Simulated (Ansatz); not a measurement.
NbNF$_{2}$:
```xyz
4
Lattice="4.1288 0.0000 0.0000 0.0000 4.1288 0.0000 0.0000 0.0000 3.8762" Properties=species:S:1:pos:R:3 pbc="T T T"
Nb     0.0000     0.0000     0.0000
N      0.0000     0.0000     1.9381
F      2.0644     0.0000     0.0000
F      0.0000     2.0644     0.0000
```
Starting moments (μB, in the order of the atoms Nb N F F): 0.0 0.1 0.0 0.0.

Relaxed with PBE. Special points in fractions of this cell's reciprocal vectors: Γ (0.000, 0.000, 0.000); X (0.000, 0.500, 0.000); M (0.500, 0.500, 0.000); Z (0.000, 0.000, 0.500); R (0.000, 0.500, 0.500); A (0.500, 0.500, 0.500).

Problem. List the band energies nearest the Fermi level at these points for DFT-PBE in the program Ansatz with PAW potentials.

Solution. In eV from the Fermi level; about four levels below and three above (degenerate sets whole), none deeper than 8.9 eV; points with the same levels are listed once.

| k | below | above |
|---|---|---|
| Γ ↑ | -0.63 -0.63 -0.17 -0.04 | 0.20 0.20 1.93 |
| X ↑ | -5.76 -1.25 -0.61 -0.09 | 0.23 0.95 1.29 |
| M ↑ | -5.31 -1.18 -1.18 -0.15 | 1.32 1.32 1.80 |
| Z ↑ | -5.47 -3.17 -3.17 -0.10 | 1.99 4.46 4.56 4.56 |
| R ↑ | -5.83 -5.41 -3.12 -2.03 | 1.01 3.11 4.57 |
| A ↑ | -5.34 -5.30 -1.98 -1.98 | 1.86 4.71 4.71 |
| Γ ↓ | -5.58 -0.56 -0.56 -0.20 | 0.19 0.19 0.20 |
| X ↓ | -6.15 -5.75 -1.19 -0.54 | 0.15 0.22 0.92 |
| M ↓ | -6.19 -6.19 -5.31 -1.12 -1.12 | 0.09 1.32 1.32 |
| Z ↓ | -5.31 -3.14 -3.14 -0.13 | 1.98 4.46 4.59 4.59 |
| R ↓ | -5.83 -5.25 -3.08 -2.00 | 0.98 3.10 4.59 |
| A ↓ | -5.30 -5.18 -1.95 -1.95 | 1.83 4.72 4.72 |

Space group P4/mmm. The start of the workflow was typed in or built on a structure type; neither database checked (COD, Materials Project) lists it. Whether it is the stable phase at ambient conditions was not checked. Symmetry was held in the PBE relaxation; its stability against distortions is not shown here. Magnetic state: ferromagnetic, the only order run, not a proven ground state. The cell computed holds one magnetic atom, so no antiferromagnetic order was within reach. No Hubbard U is applied. Spin–orbit coupling is left out wherever it is not named.

Potentials: the earlier of the program's two PAW sets.
